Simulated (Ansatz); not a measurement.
Given:

PtS$_{2}$ (CdI2 type)

```
PtS2
1.0
    3.58361     0.00000     0.00000
   -1.79180     3.10349     0.00000
    0.00000     0.00000     4.65640
Pt S
1 2
Cartesian
  0.00000   0.00000   0.00000
  1.79180   1.03450   1.20602
  0.00000   2.06900   3.45037
```

This relaxed cell (volume V₀) is scaled evenly in all directions, its shape held. The atoms relax within the cell's symmetry.

All values below come from PBE-D3(BJ) (plane waves to 420 eV, PAW, scalar-relativistic; Ansatz, a quantum-chemistry and plane-wave program). k mesh 15×15×10 (Γ-centred), Fermi-Dirac smearing 0.05 eV. E stands for the smeared free energy. Compression counts positive. With the shape held, the modulus is that of even scaling; a crystal free to change shape is softer. At this level the bands of PtS2 touch or barely overlap; measurements give the solid a gap. PtS2 is run without spin polarisation. PtS2 was relaxed with its symmetry unable to fall. Spin-orbit coupling is left out, though Pt is heavy. ΔE is measured from the relaxed starting cell.

The scan covers V/V₀ from 0.840 to 1.160 in 9 points.

**Question.** What pressure does the cell carry at V/V₀ = 0.840?

**Answer.** 20.8 GPa.

**Question.** What is ΔE at V/V₀ = 0.840?

**Answer.** 157 meV/atom.

**Question.** What is ΔE at V/V₀ = 1.160?

**Answer.** 88 meV/atom.

(A scan under strain: stresses follow from slopes of the energy per volume, elastic moduli from its curvatures.)
